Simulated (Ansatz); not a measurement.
Data:

CaO:
Space group Pm-3m (No. 221); a = b = c = 2.9342 Å, α = β = γ = 90.00°

| atom | site | symmetry | x | y | z |
|---|---|---|---|---|---|
| Ca | 1a | m-3m | 0.0000 | 0.0000 | 0.0000 |
| O | 1b | m-3m | 0.5000 | 0.5000 | 0.5000 |

This is the PBE-relaxed structure.

Q: All from plane-wave PAW PBE (Ansatz code), unless another level is named. Give the hole effective mass.

A: 0.33, 2.0, 2.0 mₑ (principal values).

Q: What about the band gap?

A: 2.78 eV (indirect).

Q: Next, the smallest direct gap on the standard path?

A: 3.09 eV.

Q: Predict the weight of the conduction-edge state by species (Voronoi cells).

A: Ca 83 %, O 17 %.

Q: Give the valence-band maximum.

A: at M.

Q: Next, the conduction-band minimum?

A: at Γ.

This is a known high-pressure phase of the composition, computed here at zero pressure and temperature. The PBE relaxation kept the symmetry of its start; its stability against distortions is not shown here.

Potentials: the earlier of the program's two PAW sets.
